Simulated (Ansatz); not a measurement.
SrGaSnH (space group P3m1)

```yaml
crystal:
  lattice:
    - [4.44749, 0.00000, 0.00000]
    - [-2.22375, 3.85164, 0.00000]
    - [0.00000, 0.00000, 5.16386]
  atoms:
    - { symbol: Sr, position: [0.00000, 0.00000, 0.00245] }
    - { symbol: Ga, position: [0.66667, 0.33333, 0.59959] }
    - { symbol: Sn, position: [0.33333, 0.66667, 0.45552] }
    - { symbol: H, position: [0.66667, 0.33333, 0.93173] }
```

The slice is a (1 -1 0 0) plane (indices of the conventional cell) through the point (0.667, 0.333, 0.932) (fractional), spanned by u = [110] and v = [001] in vectors of this cell: u (4.45 Å) and v (5.16 Å, at 90° to u). It covers one period; positions are fractions (u, v).

These are r2SCAN (plane waves to 500 eV, PAW, scalar-relativistic; Ansatz, a program for electronic structure) values and carry that method's errors. k mesh 9×9×7. These are valence fields of a PAW run, semicore shells included where kept as valence: close to a nucleus they are smooth pseudo fields. SrGaSnH was relaxed with its symmetry unable to fall.

Three fields on this plane, each scaled to ten steps between its own extremes (0 low, 9 high; the total valence density on a logarithmic scale, the potential cut 8 eV below its top; x marks points blanked near nuclei; v = 0 in the bottom row):

Map A
```
|xxxx77654333345677xxx|
|xxx6777654444567776xx|
|xx246777666666777642x|
|000036777777777763000|
|xx000467777777764000x|
|xxx0026788888876200xx|
|xxxx00577777777500xxx|
|xxxx00567666676500xxx|
|xxxx00566555566500xxx|
|xxx0025654444565200xx|
|xx000466543345664000x|
|000046765433456764000|
|013567765433456776531|
|566788876555567888766|
|888898877655677889888|
|999999877666677899999|
|999998877666677889999|
|999998776555567789999|
|999988765444456788999|
|889887654322345678898|
|xx788764321123467887x|
|xxx7775421001245777xx|
|xxxx77542100124577xxx|
|xxxx77643211234677xxx|
```

Map B
```
|xxxx73000000000037xxx|
|xxx8620000000000268xx|
|xx654210000000012456x|
|222233221111112233222|
|xx222344333333443222x|
|xxx2235554444555322xx|
|xxxx23565544556532xxx|
|xxxx23565544556532xxx|
|xxxx34665444456643xxx|
|xxx2346654334566432xx|
|xx223565443344565322x|
|222345554433445554322|
|222345554444445554322|
|222334455555555443322|
|111223445555554432211|
|000112344455444321100|
|000001122222222110000|
|000000000000000000000|
|321000000000000000012|
|886310000000000001368|
|xx973000001100000379x|
|xxx9510001111000159xx|
|xxxx71000011000017xxx|
|xxxx82000000000028xxx|
```

Map C
```
|xxxx43211222211234xxx|
|xxx6432111111112346xx|
|xx765321111111123567x|
|998654322111122345689|
|xx986543222222345689x|
|xxx9764433333344679xx|
|xxxx86544333344568xxx|
|xxxx97554444445579xxx|
|xxxx87655444455678xxx|
|xxx9765555555555679xx|
|xx986655555555556689x|
|887655555555555555678|
|555444444555544444455|
|333333334444443333333|
|221222233444433222212|
|000011223333332211000|
|000000112233221100000|
|000000012222221000000|
|111000012222221000011|
|332210012233221001223|
|xx432111233332111234x|
|xxx5321123443211235xx|
|xxxx42112333321124xxx|
|xxxx43112233221134xxx|
```

Assign the maps to these fields: electron localisation function (ELF); valence electron density; electrostatic potential energy of an electron, from the cell's mean.

A is the electrostatic potential energy of an electron, from the cell's mean; B is the electron localisation function (ELF); C is the valence electron density.
